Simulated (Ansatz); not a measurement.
An Ansatz input:

```yaml
crystal:
  lattice:
    - [-1.7620271153, 1.7620271153, 1.7620271153]
    - [1.7620271153, -1.7620271153, 1.7620271153]
    - [1.7620271153, 1.7620271153, -1.7620271153]
  atoms:
    - { symbol: In, position: [0.0, 0.0, 0.0] }
hamiltonian:
  xc: lda
  pseudopotentials:
    kind: paw
    azcp:
      In: "pseudopotentials/In.paw.azcp"
basis:
  ecutwfc: 420
  fft_grid_basis: typed
kpoints:
  mp_grid: { grid: [14, 14, 14], shift: [0, 0, 0] }
magnetization:
  spin_polarized: false
scf:
  occupations: { method: fermi_dirac, width: 0.1 }
  lower_state_search: "off"
output:
  stress: true
```

Output

```
Warning: the record states the generating functional pbe (its physics header spells it `PBE`), which answers neither for hamiltonian.xc's functional nor for the lda family's — results may be inconsistent (PPs are generated against a specific XC)
Engine: ansatz 0.2.0, x86_64-unknown-linux-gnu
Pseudopotentials: kind: paw
Pseudopotential: In, paw, valence charge 13, recommended cutoff 420 eV (normal) 
Functional definition: SPW92
  exchange = slater_x
  correlation = pw_c
Crystal: 1 atoms, lattice volume = 21.883 Å³
Basis set: ecut = 420 eV, 429 PW (Γ)
Bands: 11, of which v1, the nominal top of the filled ones, is band 7 counted from 1 (6 counted from 0)
Symmetry: 48 space group operations
Space group: Im-3m (ITA 229), of the structure as read, at distance tolerance 2.8e-5 Å
k-points: 104 of 2744
Non-local potential: In, projectors of the file, l = 0: 2, l = 1: 2, l = 2: 2, l = 3: 2
PAW form: soft (Blöchl's): semilocal exchange-correlation on the pseudo side does not see the compensation charge
PAW frozen core: In, regenerated for the run's functional, and the local potential with it (the file was generated under x = pbe(κ = 0.804, μ = 0.2195149727645171), c = pbe(β = 0.06672455060314922))
PAW one-centre angular grid: In, 590 points (default); XC on 64 Gauss nodes
Initial density: superposition of atomic densities (neutral atoms: chi_scale 0, normalization atom), corrected by the library's trained network
Initial wavefunctions: pseudopotential atomic-orbital guess
Functional: x = slater, c = lda
SCF iter   1: F=—  HF=-5457.091318 eV  |F-HF|=—  |Δ(HF+E_count)|=         —  Δρ=8.23e-3  dr2=7.89e-3  ethr=1.77e-3  ⟨swp⟩=5.0  Hψ=6788  notcnv=0
SCF iter   2: F=—  HF=-5457.087496 eV  |F-HF|=—  |Δ(HF+E_count)|=   3.82e-3  Δρ=1.94e-3  dr2=4.06e-4  ethr=6.07e-5  ⟨swp⟩=2.3  Hψ=2673  notcnv=0
SCF iter   3: F=—  HF=-5457.087465 eV  |F-HF|=—  |Δ(HF+E_count)|=   3.12e-5  Δρ=5.93e-4  dr2=4.24e-5  ethr=3.12e-6  ⟨swp⟩=1.0  Hψ=1114  notcnv=0
SCF iter   4: F=—  HF=-5457.087463 eV  |F-HF|=—  |Δ(HF+E_count)|=   2.29e-6  Δρ=2.57e-5  dr2=9.22e-8  ethr=3.26e-7  ⟨swp⟩=1.0  Hψ=1114  notcnv=0
iter 5 did not close the SCF: its close was put off for the readings that it lacked (scf_convergence_deferred on its scf_iter line)
SCF iter   5: F=-5457.087463 eV  HF=-5457.087463 eV  |F-HF|=3.84e-9  |Δ(HF+E_count)|=   9.08e-8  Δρ=7.67e-6  dr2=4.75e-9  ethr=7.09e-10  ⟨swp⟩=2.3  Hψ=1862  notcnv=0
SCF iter   6: F=-5457.087463 eV  HF=-5457.087463 eV  |F-HF|=2.36e-11  |Δ(HF+E_count)|=   1.96e-9  Δρ=7.16e-7  dr2=4.24e-11  ethr=3.66e-11  ⟨swp⟩=2.4  Hψ=3434  notcnv=0
SCF 1 converged in 6 iterations: F = -5457.087463 eV  dr2 = 4.24e-11
SCF converged after 6 iterations
Free energy (F): -5457.087463 eV
Harris-Foulkes:  -5457.087463 eV  (|F-HF|=2.36e-11)
Internal energy: -5457.074031 eV  (E = F + TS)
E sigma→0 (E₀):  -5457.080747 eV
Entropy (-TS):   -0.013431 eV (-13.431 meV/atom)
Fermi energy:    12.635707 eV
--- Per-component energies (eV) ---
  E_band       = 4.997617
  E_kinetic    = 244.624535
  E_local      = -966.522970  (includes V_loc(G=0)·N_el)
  E_nonlocal   = 369.276029
  E_hartree    = 380.100487
  E_xc         = -215.470149
  E_vxc        = -103.393696  (∫ρ·V_xc dr)
  E_paw        = -4012.827903  (= ΣΔE_a)
  E_vpaw       = -299.187435  (= ΣTr[D̂ρ^β])
  E_aug_tail   = 0.000025  (compensation charges beyond the density's cutoff)
  E_ewald      = -1256.538620
  E_core_change = 0.284536  (= ΣΔE_core)
  E_smearing   = -0.013431  (= −TS)
  E_closure    = -0.000000  (closes the sum)
  Σ components = -5457.087463   (vs F -5457.087463, Δ=0.00e0)
--- Stress (GPa, compression-positive) ---
        8.456227      -0.000000       0.000000
        0.000000       8.456227      -0.000000
       -0.000000      -0.000000       8.456227
  P = ⅓ Tr σ = 8.4562 GPa (84.562 kbar)
```
